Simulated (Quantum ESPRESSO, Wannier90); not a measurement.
# SnO (P4/nmm), plane waves to Wannier functions

```xyz
4
Lattice="3.8137 0.0000 0.0000 0.0000 3.8137 0.0000 0.0000 0.0000 4.8869" Properties=species:S:1:pos:R:3 pbc="T T T"
Sn     0.0000     1.9068     1.1502
Sn     1.9068     0.0000    -1.1502
O      1.9068     1.9068     0.0000
O      0.0000     0.0000     0.0000
```

Structure: Materials Project mp-2097, symmetrised, not relaxed again. COD (Crystallography Open Database) has the formula in 2 space groups, this one among them (matched by group alone). Level: PBEsol, spinors with spin-orbit coupling; pw.x of Quantum ESPRESSO at 68 Ry with PseudoDojo potentials, 6×6×6 k-points, Wannier90. Density: 8×8×6 mesh, Gaussian smearing 0.01 Ry. The cell is built of weakly bound layers, chains or molecules, whose nearest atoms lie 3.74 Å apart. Database cells relaxed without dispersion often hold them too far apart, which can enlarge gaps and weakens couplings between them; spacing and stacking were not compared with the measured crystal. With spin-orbit coupling a semilocal functional can close or falsely invert a small gap; the band order was not checked against a better method. The gap is small at this level and was sampled on the meshes and a path alone.

The plane-wave run has 72 bands and 40 electrons a cell. On the energy scale of pw.x, whose zero is arbitrary, the valence-band maximum lies at 9.83 eV.

Isolated groups of bands, relative to the valence-band maximum (bands from 41 on overlap up to the last one computed):

| bands | from (eV) | to (eV) | filling | weight on atomic waves |
|---|---|---|---|---|
| 1–8 | -22.20 | -21.97 | filled | Sn 4d 97 % |
| 9–20 | -21.27 | -20.90 | filled | Sn 4d 97 % |
| 21–24 | -20.09 | -17.38 | filled | O 2s 70 %, Sn 4d 14 %, Sn 5p 12 % |
| 25–40 | -9.12 | 0.00 | filled | O 2p 61 %, Sn 5s 19 %, Sn 5p 17 % |

Input w.win, without the blocks of cell, atoms and k-points (216 lines):

```
num_bands = 52
num_wann = 34
exclude_bands = 1-20
spinors = true
num_iter = 400
conv_tol = 1.0e-6
conv_window = 4
dis_num_iter = 600
dis_conv_tol = 1.0e-6
dis_froz_max = 11.45
write_hr = true
write_u_matrices = true
begin projections
Sn: s;p
O: s;p
end projections
mp_grid = 6 6 6
```

### Question
This input has a fault. Which, and what does the program do?

### Answer
wannier90.x -pp stops with:
```
w90_readwrite_get_projections: too few projection functions defined
```
The projections block defines fewer trial orbitals than num_wann. Mended as below, all else unchanged, the run goes through (Ω_I = 31.5 Å²) and follows the plane-wave bands to 4.0 meV rms (states up to 1.1 eV relative to the valence-band maximum).
```
num_wann = 32
```
